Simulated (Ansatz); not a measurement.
TaRh3:
```
CELL_PARAMETERS angstrom
      3.86380     0.00000     0.00000
      0.00000     3.86380     0.00000
      0.00000     0.00000     3.86380
ATOMIC_POSITIONS crystal
  Ta 0.00000 0.00000 0.00000
  Rh 0.00000 0.50000 0.50000
  Rh 0.50000 0.00000 0.50000
  Rh 0.50000 0.50000 0.00000
```

Relaxed with r²SCAN.

Task: Which orbitals make up the states near the Fermi level in r²SCAN (plane waves, PAW; program Ansatz)?

Result: Within 0.5 eV of the Fermi level: Rh 4d 82 %, Ta 5d 9 %. Projections are on Löwdin-orthogonalised atomic valence shells; empty p or d shells of many metals are not among them.

Task: Tabulate the density of states.

Result: States/eV per cell of 4 atoms, in 0.25 eV bins, energy from the Fermi level.

| E (eV) | total | Rh 4d | Ta 5d | Rh 5s |
|---|---|---|---|---|
| -7.85 | 0.21 | 0.01 | 0.00 | 0.13 |
| -7.60 | 0.26 | 0.01 | 0.00 | 0.16 |
| -7.35 | 0.31 | 0.01 | 0.00 | 0.18 |
| -7.10 | 0.38 | 0.02 | 0.01 | 0.21 |
| -6.85 | 0.45 | 0.04 | 0.01 | 0.24 |
| -6.60 | 0.56 | 0.06 | 0.02 | 0.28 |
| -6.35 | 1.09 | 0.37 | 0.11 | 0.34 |
| -6.10 | 2.35 | 1.13 | 0.29 | 0.46 |
| -5.85 | 3.33 | 1.90 | 0.51 | 0.48 |
| -5.60 | 4.45 | 2.96 | 0.71 | 0.51 |
| -5.35 | 6.54 | 4.55 | 0.94 | 0.81 |
| -5.10 | 6.51 | 4.79 | 0.97 | 0.56 |
| -4.85 | 5.96 | 4.61 | 0.86 | 0.37 |
| -4.60 | 5.12 | 4.10 | 0.67 | 0.26 |
| -4.35 | 4.04 | 3.34 | 0.46 | 0.16 |
| -4.10 | 4.91 | 4.10 | 0.58 | 0.11 |
| -3.85 | 5.39 | 4.54 | 0.59 | 0.13 |
| -3.60 | 4.55 | 3.87 | 0.41 | 0.15 |
| -3.35 | 4.66 | 3.95 | 0.38 | 0.20 |
| -3.10 | 5.35 | 4.45 | 0.49 | 0.26 |
| -2.85 | 4.92 | 4.04 | 0.42 | 0.31 |
| -2.60 | 7.70 | 6.36 | 0.82 | 0.32 |
| -2.35 | 9.04 | 7.61 | 0.98 | 0.28 |
| -2.10 | 5.14 | 4.07 | 0.64 | 0.29 |
| -1.85 | 5.33 | 4.29 | 0.66 | 0.21 |
| -1.60 | 6.66 | 5.56 | 0.70 | 0.18 |
| -1.35 | 5.43 | 4.69 | 0.40 | 0.15 |
| -1.10 | 4.36 | 3.38 | 0.54 | 0.15 |
| -0.85 | 4.73 | 3.42 | 0.71 | 0.18 |
| -0.60 | 3.90 | 2.97 | 0.46 | 0.14 |
| -0.35 | 2.42 | 1.83 | 0.27 | 0.10 |
| -0.10 | 1.90 | 1.46 | 0.20 | 0.07 |
| 0.15 | 2.03 | 1.69 | 0.16 | 0.05 |
| 0.40 | 2.89 | 2.60 | 0.16 | 0.04 |
| 0.65 | 1.73 | 1.51 | 0.13 | 0.02 |
| 0.90 | 0.80 | 0.64 | 0.11 | 0.02 |
| 1.15 | 0.54 | 0.21 | 0.25 | 0.04 |
| 1.40 | 2.17 | 0.72 | 1.22 | 0.12 |
| 1.65 | 6.70 | 2.14 | 3.97 | 0.27 |
| 1.90 | 5.36 | 1.71 | 3.08 | 0.28 |
| 2.15 | 3.88 | 1.27 | 2.33 | 0.14 |
| 2.40 | 4.54 | 1.64 | 2.41 | 0.30 |
| 2.65 | 5.59 | 2.24 | 2.50 | 0.62 |
| 2.90 | 2.39 | 0.79 | 1.07 | 0.36 |
| 3.15 | 2.13 | 0.57 | 0.94 | 0.43 |
| 3.40 | 1.79 | 0.40 | 0.89 | 0.31 |
| 3.65 | 1.59 | 0.32 | 0.79 | 0.27 |

Space group Pm-3m (Cu3Au type). The first step of the workflow began from a Materials Project structure, measured or hypothetical; the Crystallography Open Database files this formula in space group No. 221, but the cells were not matched. Whether it is the stable phase at ambient conditions was not checked. Symmetry was held in the r²SCAN relaxation; whether a distortion lowers the energy is not shown. No spin polarisation was allowed. Spin–orbit coupling is left out wherever it is not named.

Potentials: the later of the program's two PAW sets.
